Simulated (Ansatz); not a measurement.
# ZrPRu (P-62m): electronic heat capacity and spin susceptibility from the density of states

All numbers below come from DFT PBEsol, scalar-relativistic, plane waves, PAW in Ansatz.

Cutoff 420 eV; k points 6×6×10 on the computed 9-atom cell (Γ-centred); Gaussian smearing, width 0.10 eV; no spin polarisation.

Relaxed cell: P-62m, a = 6.408 Å, b = 6.408 Å, c = 3.775 Å, α = 90.00°, β = 90.00°, γ = 120.00°, 9 atoms in the primitive cell. Whether it is the stable form of this composition wasn't checked.

The density of states at the Fermi level is 7.978 states/eV in the cell of 9 atoms (3 formula units; both spins, tetrahedra on a 9×9×15 mesh). Averaged over bins of 0.1 eV the density runs from 3.2 to 7.9 states/eV within 0.2 eV of the Fermi level, so the figure hangs on the exact place of that level.

What Sommerfeld coefficient and Pauli susceptibility does this give?

Per formula unit N(E_F) = 2.659 states/eV. γ = (π²/3) k_B² N(E_F) N_A = 2.357 mJ/(mol K²) per state/eV, so γ = 6.3 mJ/(mol K²), a mole of formula units. χ_P = μ_B² N(E_F) N_A = 3.23×10⁻⁵ emu/mol per state/eV gives 8.6×10⁻⁵ emu/mol. This is the bare band result: a measured γ of the same phase is as a rule larger by a factor 1 + λ from phonons and spin fluctuations, the spin part of χ is larger by the Stoner factor, and a measured χ also holds orbital and core terms. N(E_F) at one energy is sensitive to the mesh where the density of states has sharp peaks.